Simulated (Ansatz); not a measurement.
Given:

SrRh2:
```cif
data_Rh4Sr2
_chemical_formula_sum 'Rh4 Sr2'
_space_group_name_H-M_alt 'P 1'
_space_group_IT_number 1
_cell_length_a 5.38994
_cell_length_b 5.38994
_cell_length_c 5.38994
_cell_angle_alpha 60.000
_cell_angle_beta 60.000
_cell_angle_gamma 60.000
loop_
_space_group_symop_operation_xyz
  'x, y, z'
loop_
_atom_site_label
_atom_site_type_symbol
_atom_site_fract_x
_atom_site_fract_y
_atom_site_fract_z
_atom_site_occupancy
Rh1 Rh 0.12500 0.12500 0.12500 1
Rh2 Rh 0.62500 0.12500 0.12500 1
Rh3 Rh 0.12500 0.12500 0.62500 1
Rh4 Rh 0.12500 0.62500 0.12500 1
Sr1 Sr 0.50000 0.50000 0.50000 1
Sr2 Sr 0.75000 0.75000 0.75000 1
```

This is the PBEsol-relaxed structure.

All from PBEsol in the plane-wave PAW code Ansatz, unless another level is named. Give the density of states at the Fermi level.

1.6 states/eV per atom (mean over ±0.08 eV).

Give the formation energy from the elements (no fitted shifts).

-0.20 eV/atom.

Space group Fd-3m (cubic Laves (MgCu2 type)). The workflow started from an entry of the Crystallography Open Database (COD). Whether it is the stable phase at ambient conditions was not checked. Symmetry was held in the PBEsol relaxation; whether a distortion lowers the energy is not shown. No spin polarisation was allowed. The references are the lowest solids computed at this level, not always the standard phases. Spin–orbit coupling is left out wherever it is not named.

Potentials: the later of the program's two PAW sets.
